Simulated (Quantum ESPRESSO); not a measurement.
## Kohn-Sham bands of CsI (CsCl type)

```
CsI
1.0
    4.66521     0.00000     0.00000
    0.00000     4.66521     0.00000
    0.00000     0.00000     4.66521
Cs I
1 1
Direct
  0.00000   0.00000   0.00000
  0.50000   0.50000   0.50000
```

Materials Project entry mp-1056920; symmetrised, unrelaxed at this level. COD (Crystallography Open Database) has an entry of this formula and space group (matched by these alone). Computed values, not measurements, from PBEsol: Quantum ESPRESSO (norm-conserving PseudoDojo potentials, cutoff 56 Ry, spinors with spin-orbit coupling) on a Γ-centred 6×6×6 mesh, then Wannier90. Density: 8×8×8 mesh, cold smearing 0.01 Ry.

List the Kohn-Sham levels between −8 and 6.3 eV relative to the valence-band maximum at the high-symmetry points, as a band run of pw.x on that density gives them (levels within 2 meV counted together).


```
point  k (reciprocal lattice)                                                                                             levels (eV)
-----  ----------------------  ------------------------------------------------------------------------------------------------------
Γ           0.000 0.000 0.000                                                 -6.84 (×4), -1.05 (×2), 0.00 (×4), 3.29 (×2), 3.96 (×4)
X           0.000 0.500 0.000             -6.93 (×2), -6.78 (×2), -1.84 (×2), -0.66 (×2), -0.14 (×2), 4.92 (×2), 5.84 (×2), 6.13 (×2)
M           0.500 0.500 0.000  -7.19 (×2), -6.88 (×2), -1.47 (×2), -0.84 (×2), -0.10 (×2), 3.92 (×2), 4.57 (×2), 5.80 (×2), 5.82 (×2)
R           0.500 0.500 0.500                                                                      -7.08 (×4), -1.95 (×2), -1.17 (×4)
```
